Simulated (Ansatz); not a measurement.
AlGa$_{3}$N$_{4}$: computed property card

AlGa3N4:
```yaml
crystal:
  lattice:
    - [5.09748, 0.00000, 0.00000]
    - [0.00000, 3.13594, 0.00000]
    - [-0.00340, 0.00000, 5.42744]
  atoms:
    - { symbol: Al, position: [0.00059, 0.50000, 0.66737] }
    - { symbol: Ga, position: [0.49900, 0.50000, 0.33485] }
    - { symbol: Ga, position: [0.49897, 0.00000, 0.83161] }
    - { symbol: Ga, position: [0.99965, 0.00000, 0.16620] }
    - { symbol: N, position: [0.11981, 0.50000, 0.33978] }
    - { symbol: N, position: [0.11789, 0.00000, 0.82670] }
    - { symbol: N, position: [0.62055, 0.00000, 0.16624] }
    - { symbol: N, position: [0.63095, 0.50000, 0.66726] }
```

Space group Pm (No. 6); conventional cell a = 5.097 Å, b = 3.136 Å, c = 5.427 Å, α = 90.00°, β = 90.04°, γ = 90.00°.

Method: plane-wave PAW LDA (Ansatz code). Geometry: relaxed at this level of theory. Other levels are named where they apply.

### Cell and energy

- Volume per atom: 10.84 Å³
- Density: 5.59 g/cm³
- Formation energy from the elements (no fitted shifts): -0.97 eV/atom

### Electronic structure

* **Band gap**: 2.62 eV (direct)
* **Valence-band maximum**: at Γ
* **Conduction-band minimum**: at Γ
* **Electron effective mass**: 0.23 mₑ (isotropic)
* **Hole effective mass**: 0.22, 2.3, 2.6 mₑ (principal values)

### Mechanics

* **Bulk modulus (Birch–Murnaghan fit)**: 205 GPa
* **Pressure derivative B′**: 4.2
* **Elastic constants (relaxed ions, GPa)**: C11 = 407, C22 = 375, C33 = 373, C12 = 102, C13 = 102, C23 = 140, C44 = 117, C55 = 98.9, C66 = 99.3, C15 = 0.0, C25 = 0.9, C35 = -1.4, C46 = 0.8
* **Mechanical stability**: stable (all eigenvalues of C positive)
* **Hill bulk and shear moduli**: 205 and 116 GPa
* **Young's modulus**: 292 GPa
* **Poisson's ratio**: 0.26
* **Debye temperature from the elastic constants**: 680 K
* **Piezoelectric stress constants (proper, relaxed ions, C/m²)**: e11 = -0.97, e12 = 0.51, e13 = 0.50, e24 = -0.03, e26 = e35 = 0.35

### Dielectric response

- Electronic dielectric constant ε∞ (DFPT) = 5.46 (xx), 5.28 (yy), 5.28 (zz)
- Static dielectric constant ε0 (ions relaxed, cell fixed) = 10.3 (xx), 9.24 (yy), 9.26 (zz)
- Born charges (a third of the trace) = Al +2.62, Ga +2.60 to +2.62, N -2.66 to -2.57 e

### Phonons

Highest zone-centre frequency (without LO–TO term): 715 cm^-1
Zone-centre stability: no imaginary mode at Γ
Dynamical stability on the path: stable (no imaginary branch)
Zero-point energy: 83.3 meV/atom
Vibrational entropy at 300 K: 14.6 J/(K·mol of atoms)

The first step of the workflow began from a Materials Project structure, measured or hypothetical; the Crystallography Open Database copy checked does not list it. With Al and Ga taken as one species the cell has the higher symmetry P6_3mc, so it may be an ordered model of a mixed-site phase. Its standing as an ambient phase is unchecked. The LDA relaxation kept the symmetry of its start. Signs of piezoelectric constants follow the polarity of the cell as given. The references are the lowest solids computed at this level, not always the standard phases (solids in place of the gases). Scalar-relativistic: spin–orbit coupling is off unless named, which matters more the heavier the elements.

Potentials: the later of the program's two PAW sets.
